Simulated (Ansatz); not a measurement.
K3MnCrO8:
```xyz
13
Lattice="2.8775 1.6613 7.0551 -2.8775 1.6613 7.0551 0.0000 -3.3226 7.0551" Properties=species:S:1:pos:R:3 pbc="T T T"
K      0.0000     0.0000     6.2525
K      0.0000     0.0000    14.8320
K      0.0000     0.0000    10.7362
Mn     0.0000     0.0000     1.9934
Cr     0.0000     0.0000    19.2323
O      1.5716     0.9073     8.5160
O     -1.5716     0.9073     8.5160
O      0.0000    -1.8147     8.5160
O     -1.5418    -0.8902    12.7435
O      1.5418    -0.8902    12.7435
O      0.0000     1.7803    12.7435
O      0.0000     0.0000     3.5805
O      0.0000     0.0000    17.5924
```

Relaxed with r²SCAN.

Q: Give the Bader charges and basin volumes of the independent atoms, plane-wave PAW r²SCAN (Ansatz code).

A: 

```
atom  Bader charge (e)  Bader volume (Å³)
----  ----------------  -----------------
K1               +0.89               18.5
K2               +0.89               18.3
K3               +0.89               19.0
Mn4              +2.08                7.0
Cr5              +2.17                7.1
O6               -0.77               16.0
O9               -0.98               16.1
O12              -0.73               17.1
O13              -0.96               18.9
```

Space group R3m. The first step of the workflow began from a Materials Project structure, measured or hypothetical; the Crystallography Open Database copy checked does not list it. Whether it is the stable phase at ambient conditions was not checked. The r²SCAN relaxation kept the symmetry of its start; its stability against distortions is not shown here. No spin polarisation was allowed. No Hubbard U is applied.

Potentials: the later of the program's two PAW sets.
